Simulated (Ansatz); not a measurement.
SiO2 — electric field gradients

The cell is an entry of the Crystallography Open Database (COD).

Space group P4_12_12 (No. 92); a = 4.9727, c = 6.9257 Å.

| site | Wyckoff | site symmetry | x | y | z |
| --- | --- | --- | --- | --- | --- |
| Si | 4a | ..2 | 0.3007 | 0.3007 | 0.0000 |
| O | 8b | 1 | 0.2390 | 0.1041 | 0.1787 |

One atom of each set is listed.

Level of theory: DFT, PBE, plane waves and PAW (field gradients read without the response of the frozen cores, which leaves them typically 4 to 6 % off), scalar-relativistic, 420 eV cutoff, Γ-centred 5×5×4 k-points, Fermi–Dirac smearing 0.02 eV (Ansatz 0.2.0).

C_Q = eQV_zz/h, which is 24.18 MHz for Q = 1 b and V_zz = 10²¹ V/m²; η = (V_xx − V_yy)/V_zz.

17O: I = 5/2, Q = -25.58 mb. Q values from Pyykkö, Mol. Phys. 116, 1328 (2018).

```json
{"site": "Si", "atoms": "4", "first shell": "4 O at 1.60–1.61 Å", "V_xx, V_yy, V_zz (10²¹ V/m²)": "-0.002, -0.48, 0.48", "η": "0.99", "C_Q (MHz)": "–"}
{"site": "O", "atoms": "8", "first shell": "2 Si at 1.60–1.61 Å, angle 147°", "V_xx, V_yy, V_zz (10²¹ V/m²)": "-4.04, -5.36, 9.40", "η": "0.14", "C_Q (MHz)": "-5.82"}
```

At O V_zz runs parallel to the line that joins its two neighbours (within 1°).

Si has no stable isotope with a ground-state quadrupole moment in the table, so no C_Q is given.

The calculated pressure of 8 GPa (PBE) comes largely from the unrelaxed atoms: it is 1.2 GPa once they are relaxed in the same cell. The largest force is 0.5 eV/Å, so the atoms aren't at the calculated equilibrium and relaxing them would move these values. Where η is near 1 the sign of V_zz means little.
